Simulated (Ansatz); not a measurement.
The end of the path is a generated cell of BaTe2: the first start was made by placing the elements on the sites of a structure type, and the end was not matched to a known phase here, so it may be hypothetical.

A geometry of BaTe2 away from equilibrium: the start of the relaxation of a generated cell, BaTe2 built in the AFLOW prototype A2B_oP12_62_2c_c (C37, as in Co2Si). The numbers are results of r2SCAN (plane waves to 500 eV, PAW, scalar-relativistic; Ansatz, a program for electronic structure), not measurements. Γ-centred k-mesh 3×4×2 on the run's cell (coarser than for final values), Fermi–Dirac smearing 0.05 eV.

```xyz
12
Lattice="7.5854 0.0000 0.0000 0.0000 5.7654 0.0000 0.0000 0.0000 10.9647" Properties=species:S:1:pos:R:3:forces:R:3 pbc="T T T" free_energy=-79828.636 pressure_GPa=-2.3
Te     4.0809     1.4413     8.5744    0.3269    0.0000   -0.1292
Te     0.2882     1.4413     7.8727    0.3269    0.0000    0.1292
Te     3.5044     4.3240     2.3903   -0.3269    0.0000    0.1292
Te     7.2971     4.3240     3.0920   -0.3269    0.0000   -0.1292
Te     1.3199     1.4413     0.6798    0.0390    0.0000    0.0680
Te     5.1125     1.4413     4.8025    0.0390    0.0000   -0.0680
Te     6.2655     4.3240    10.2849   -0.0390    0.0000   -0.0680
Te     2.4728     4.3240     6.1622   -0.0390    0.0000    0.0680
Ba     5.3249     1.4413     1.2171    0.0827    0.0000    0.1135
Ba     1.5322     1.4413     4.2653    0.0827    0.0000   -0.1135
Ba     2.2604     4.3240     9.7476   -0.0827    0.0000   -0.1135
Ba     6.0531     4.3240     6.6994   -0.0827    0.0000    0.1135
```

Positions in Å, forces in eV/Å, free energy of the cell in eV (comparable only within this code, potentials and settings). Largest force: 0.35 eV/Å, on Te1, Te2, Te3, Te4 (atoms numbered as listed); the geometry lies 0.39 eV/atom above the end of its relaxation.

No spin polarisation in the result.

The run could not lose the symmetry of its start: the end is stationary, and may be a saddle point rather than a minimum.
